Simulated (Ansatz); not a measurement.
**H: zone-centre modes at 5 GPa**

All numbers below come from Ansatz, DFT PBEsol, scalar-relativistic, plane waves, PAW. Cutoff 420 eV, 10×10×10 k-points (Γ-centred), fixed occupations. No spin polarisation. Phonons by linear response, acoustic sum rule imposed.

The cell, relaxed at 5 GPa:
```
CELL_PARAMETERS angstrom
-1.27545 1.27545 1.77710
1.27545 -1.27545 1.77710
1.27545 1.27545 -1.77710
ATOMIC_POSITIONS crystal
H 0.89321 0.89321 0.00000
H 0.10679 0.10679 0.00000
```

The crystal is built of molecules and no dispersion correction was added, so the binding between them is poorly described, and with it their spacing and whatever depends on it. Other phases may be more stable at this pressure.

Question: Is this structure stable against zone-centre distortions?

Answer: Yes, at Γ: no optical mode is imaginary. Strains and other wave vectors aren't tested by this run.

Question: List the optical modes at Γ without the LO field (i marks imaginary ones).

Answer:
```csv
frequency (THz),degeneracy,IR intensity of the level ((D/Å)²/amu)
8.12,2,0.00
125.03,1,0.00
```